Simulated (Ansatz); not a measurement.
**Compressing W2B: a fit and a missing row**

W2B, I4/mcm, a = 5.536 Å, c = 4.751 Å. The structure is a COD entry; whether it is the stable form wasn't checked. Ansatz: PBEsol, PAW, 420 eV, Γ-centred 10×10×10 mesh on 6 atoms, Gaussian smearing 0.10 eV; no spin polarisation. Shape and atoms are relaxed at each volume; pressure is positive in compression.

```tsv
V (Å³/atom)	P (GPa)
10.678	?
11.042	39.81
11.406	24.47
11.770	11.29
12.134	0.00
12.498	-9.67
12.862	-17.94
13.347	-27.13
```

Problem. Take V0 = 12.134 Å³/atom, fit the third-order Birch–Murnaghan form to the other rows, and predict the missing pressure.

Solution. With the Eulerian strain f = ½[(V0/V)^(2/3) − 1] and y = P/[3f(1 + 2f)^(5/2)], the form is the line y = B0 + 1.5 B0 (B0′ − 4) f. Rows (f, y): 0.03244, 349.6; 0.02106, 349.3; 0.01026, 348.6; -0.00976, 346.9; -0.01905, 345.9; -0.03077, 344.5. Means f = 0.0006967, y = 347.47; Σ(Δf)² = 0.003003, ΣΔfΔy = 0.2461; the slope is their ratio. y = 347.4 + 81.95 f GPa, so B0 = 347.4 GPa and B0′ = 4 + 2 × (81.95)/(3 × 347.4) = 4.16. At V = 10.678, f = 0.04448, y = 351.05 and P = 57.97 GPa. The run gave 57.65 GPa, so the fit is 0.32 GPa too high, a small miss on the scale of the series.

Spin–orbit coupling is left out, which can shift energies with elements as heavy as these.